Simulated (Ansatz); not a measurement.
## Ti (hcp, Mg type): frozen-phonon scan

Relaxed Ti (hcp, Mg type):

```
CELL_PARAMETERS angstrom
      2.93885     0.00000     0.00000
     -1.46943     2.54512     0.00000
      0.00000     0.00000     4.64996
ATOMIC_POSITIONS crystal
  Ti 0.33333 0.66667 0.75000
  Ti 0.66667 0.33333 0.25000
```

The atoms are displaced by Q × the pattern below (from a DFPT mode at Γ, largest move 1; Q in Å), at fixed cell. It is one choice among 2 degenerate patterns.

```json
[
 {"atom": "Ti1", "x": "0.000", "y": "1.000", "z": "0.000"},
 {"atom": "Ti2", "x": "0.000", "y": "-1.000", "z": "0.000"}
]
```

These are PBE (plane waves to 420 eV, PAW, scalar-relativistic; Ansatz, a quantum-chemistry and plane-wave program) values and carry that method's errors. k mesh 18×18×10 (Γ-centred), Fermi-Dirac smearing 0.05 eV. Energies are smeared free energies. Compression counts positive. With partly filled bands, energies and forces of such displacements shift with the k mesh and the smearing. The PAW data are Ansatz's earlier set. Ti is run without spin polarisation. Ti was relaxed with its symmetry unable to fall. The zero of ΔE is the undisplaced structure.

```
Q (Å)   ΔE (meV/cell)  −dE/dQ from forces (eV/Å)  P (GPa)
------  -------------  -------------------------  -------
-0.180             81                      0.767     -0.3
-0.150             59                      0.702     -0.2
-0.120             40                      0.609     -0.1
-0.090             23                      0.488     -0.1
-0.060             11                      0.342      0.0
-0.030              3                      0.177      0.0
0.000               0                      0.000      0.0
0.030               3                     -0.186      0.0
0.060              11                     -0.371     -0.1
0.090              25                     -0.542     -0.1
0.120              43                     -0.671     -0.2
0.150              65                     -0.765     -0.4
0.180              89                     -0.857     -0.6
```

Summary:

Energy at Q = 0.180 Å: 89 meV/cell
Space group of the distorted cell: Cmcm (No. 63), lowered from P6_3/mmc
Symmetry of the curve: not even: the positive side lies higher at ±0.180 Å
Shape of the curve: a single well with its minimum at or next to zero displacement
Harmonic wavenumber from the curvature (finite differences): 131 cm⁻¹
Wavenumber by perturbation theory (DFPT, on another k mesh): 131 cm⁻¹

The 13 points together took about 6 core-minutes (a rough figure).

(A displaced cell: forces are minus the slopes of the energy, force constants its curvatures, and phonons follow from these.)
